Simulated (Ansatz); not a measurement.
Zincblende alloy of ZnSe and BeSe (20 of 32 Zn sites exchanged), 64 atoms

Ansatz, PAW, plane waves. PBEsol relaxation of volume and atoms (shape held) at the single k point (¼, ¼, ¼) without its symmetry partners; single points on the relaxed atoms at the single k point (¼, ¼, ¼) without its symmetry partners, onto which points of the small cell's zone fold. Arrangement: quasirandom. No spin–orbit coupling unless named.

Relaxed structure:

```
Zn Be Se
1.0
    10.64405    0.00000    0.00000
     0.00000   10.64405    0.00000
     0.00000    0.00000   10.64405
Zn Be Se
12 20 32
Direct
  0.00023 0.00128 0.99910
  0.00167 0.50310 0.99598
  0.50129 0.00405 0.50177
  0.49865 0.49755 0.00094
  0.25265 0.75138 0.99675
  0.74417 0.24794 0.00182
  0.75242 0.75211 0.50356
  0.25269 0.00435 0.25332
  0.74605 0.49863 0.25532
  0.00345 0.25226 0.74331
  0.00059 0.75296 0.25317
  0.50185 0.75170 0.75060
  0.00058 0.00354 0.50230
  0.00400 0.49662 0.50233
  0.50192 0.00396 0.00018
  0.49397 0.49434 0.49907
  0.25550 0.25045 0.99981
  0.24935 0.25463 0.50025
  0.24698 0.74446 0.50244
  0.74973 0.24984 0.49959
  0.74726 0.75621 0.99597
  0.24982 0.00135 0.74515
  0.25256 0.49491 0.25816
  0.24903 0.49554 0.74138
  0.74577 0.00209 0.25013
  0.75020 0.00195 0.74908
  0.74813 0.49991 0.74202
  0.00200 0.25011 0.25658
  0.99863 0.75062 0.74435
  0.49599 0.25032 0.25373
  0.49817 0.24982 0.74732
  0.50018 0.75030 0.24852
  0.12546 0.14075 0.12470
  0.13476 0.12103 0.61477
  0.13653 0.61832 0.13579
  0.12310 0.62132 0.62500
  0.61361 0.12133 0.13571
  0.63359 0.13257 0.63272
  0.62592 0.63904 0.12298
  0.62085 0.61021 0.62026
  0.37028 0.36768 0.13476
  0.37294 0.37304 0.62339
  0.38919 0.87745 0.12391
  0.36152 0.87386 0.62283
  0.88216 0.36719 0.13288
  0.86945 0.38232 0.61526
  0.86079 0.87640 0.12549
  0.88175 0.88633 0.63190
  0.37478 0.14383 0.37969
  0.37631 0.12415 0.87414
  0.37610 0.62487 0.37628
  0.36575 0.61338 0.86256
  0.87479 0.12410 0.37602
  0.86783 0.12103 0.86502
  0.88513 0.61594 0.38578
  0.86556 0.63362 0.86467
  0.12541 0.37480 0.38003
  0.14234 0.37429 0.87279
  0.12604 0.87704 0.39170
  0.12448 0.87543 0.85845
  0.61459 0.36556 0.38245
  0.62474 0.37537 0.85865
  0.62430 0.87453 0.36301
  0.63103 0.88702 0.87974
```

**Question.** What are the mean bond lengths by pair (pairs within 1.2 times the sum of covalent radii, less contacts 15 % beyond the pair's median; cation–cation pairs of compounds aside; long ionic contacts are cut short by that bound)?

**Answer.** Be–Se 2.251 ± 0.031 Å (standard deviation, 80 bonds); Se–Zn 2.401 ± 0.013 Å (standard deviation, 48 bonds).

**Question.** What gap lies between the top filled and the lowest empty level in the single points?

**Answer.** HSE06 4.04 eV (27 s on NVIDIA GB200). Away from Γ this isn't the crystal's band gap.
